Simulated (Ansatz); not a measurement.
GePdS₃:
```cif
data_Ge2Pd2S6
_chemical_formula_sum 'Ge2 Pd2 S6'
_space_group_name_H-M_alt 'P 1'
_space_group_IT_number 1
_cell_length_a 7.35382
_cell_length_b 7.35382
_cell_length_c 9.13858
_cell_angle_alpha 73.608
_cell_angle_beta 106.392
_cell_angle_gamma 152.759
loop_
_space_group_symop_operation_xyz
  'x, y, z'
loop_
_atom_site_label
_atom_site_type_symbol
_atom_site_fract_x
_atom_site_fract_y
_atom_site_fract_z
_atom_site_occupancy
Ge1 Ge 0.08537 0.91463 0.30674 1
Ge2 Ge 0.91463 0.08537 0.69326 1
Pd1 Pd 0.38665 0.61335 0.02796 1
Pd2 Pd 0.61335 0.38665 0.97204 1
S1 S 0.62864 0.37136 0.46549 1
S2 S 0.37136 0.62864 0.53451 1
S3 S 0.17633 0.82367 0.14483 1
S4 S 0.82367 0.17633 0.85517 1
S5 S 0.92306 0.07694 0.20693 1
S6 S 0.07694 0.92306 0.79307 1
```

This is the r²SCAN+D4-relaxed structure.

### Question
All from r²SCAN+D4 (plane waves, PAW; program Ansatz), unless another level is named. Predict the electron effective mass with spin–orbit coupling.

### Answer
0.33, 0.40, 1.8 mₑ (principal values).

### Question
Give the hole effective mass.

### Answer
0.72, 1.00, 1.5 mₑ (principal values).

### Question
And the formation energy from the elements (no fitted shifts)?

### Answer
-0.45 eV/atom.

Space group C2/m. The first step of the workflow began from a Materials Project structure, measured or hypothetical; the Crystallography Open Database copy checked does not list it. Its standing as an ambient phase is unchecked. The cell was relaxed with r²SCAN+D4 under the symmetry of its start; its stability against distortions is not shown here. The run is not spin-polarised. The references are the lowest solids computed at this level, not always the standard phases. Scalar-relativistic: spin–orbit coupling is off unless named, which matters more the heavier the elements.

Potentials: the later of the program's two PAW sets.

Edges and masses are those of Kohn–Sham bands, whose gap is no quasiparticle gap.
